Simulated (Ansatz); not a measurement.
ZrZn:
```yaml
crystal:
  lattice:
    - [3.32301, 0.00000, 0.00000]
    - [0.00000, 3.32301, 0.00000]
    - [0.00000, 0.00000, 3.32301]
  atoms:
    - { symbol: Zr, position: [0.50000, 0.50000, 0.50000] }
    - { symbol: Zn, position: [0.00000, 0.00000, 0.00000] }
```

Relaxed with r²SCAN. Special points in fractions of this cell's reciprocal vectors: Γ (0.000, 0.000, 0.000); X (0.000, 0.500, 0.000); M (0.500, 0.500, 0.000); R (0.500, 0.500, 0.500).

### Question
List the band energies nearest the Fermi level at these points for plane-wave PAW r²SCAN (Ansatz code).

### Answer
In eV from the Fermi level; about four levels below and three above (degenerate sets whole), none deeper than 8.9 eV; points with the same levels are listed once.

| k | below | above |
|---|---|---|
| Γ | -7.23 -7.23 -7.23 -0.99 -0.99 | 3.79 3.79 3.79 |
| X | -7.19 -4.54 -4.36 -0.67 | 0.86 0.86 3.85 |
| M | -4.55 -0.46 -0.46 -0.44 | 2.29 2.29 5.04 |
| R | -7.03 -7.03 -2.88 -2.88 -2.88 | 0.56 5.18 5.18 |

Space group Pm-3m (CsCl type). The first step of the workflow began from a Materials Project structure, measured or hypothetical; the Crystallography Open Database files this formula in space group No. 221, but the cells were not matched. Its standing as an ambient phase is unchecked. The cell was relaxed with r²SCAN under the symmetry of its start; its stability against distortions is not shown here. The run is not spin-polarised. Spin–orbit coupling is left out wherever it is not named.

Potentials: the later of the program's two PAW sets.
